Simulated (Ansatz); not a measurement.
ZrAs:
```
CELL_PARAMETERS angstrom
      3.83128     0.00000     0.00000
     -1.91564     3.31798     0.00000
      0.00000     0.00000    12.89182
ATOMIC_POSITIONS crystal
  Zr 0.33333 0.66667 0.11661
  Zr 0.66667 0.33333 0.61661
  Zr 0.33333 0.66667 0.38339
  Zr 0.66667 0.33333 0.88339
  As 0.00000 0.00000 0.00000
  As 0.00000 0.00000 0.50000
  As 0.66667 0.33333 0.25000
  As 0.33333 0.66667 0.75000
```

Relaxed with r²SCAN. Special points in fractions of this cell's reciprocal vectors: Γ (0.000, 0.000, 0.000); M (0.500, 0.000, 0.000); K (0.333, 0.333, 0.000); A (0.000, 0.000, 0.500); L (0.500, 0.000, 0.500); H (0.333, 0.333, 0.500).

Q: List the band energies nearest the Fermi level at these points for r²SCAN with spin–orbit coupling (plane waves, PAW; program Ansatz).

A: In eV from the Fermi level; about four levels below and three above (degenerate sets whole), none deeper than 8.9 eV; points with the same levels are listed once.

| k | below | above |
|---|---|---|
| Γ | -0.16 -0.16 -0.08 -0.08 | 0.00 0.00 0.70 0.70 |
| M | -1.68 -1.68 -1.05 -1.05 | 0.37 0.37 1.46 1.46 |
| K | -3.36 -3.36 -3.29 -3.29 | 0.04 0.04 0.67 0.67 |
| A | -0.05 -0.05 -0.05 -0.05 | 0.16 0.16 0.16 0.16 |
| L | -1.61 -1.61 -1.61 -1.61 | 1.13 1.13 1.13 1.13 |
| H | -3.28 -3.28 -3.24 -3.24 | 0.42 0.42 0.45 0.45 |

Space group P6_3/mmc. The workflow started from an entry of the Crystallography Open Database (COD). Its standing as an ambient phase is unchecked. Symmetry was held in the r²SCAN relaxation; whether a distortion lowers the energy is not shown. The run is not spin-polarised.

Potentials: the later of the program's two PAW sets.
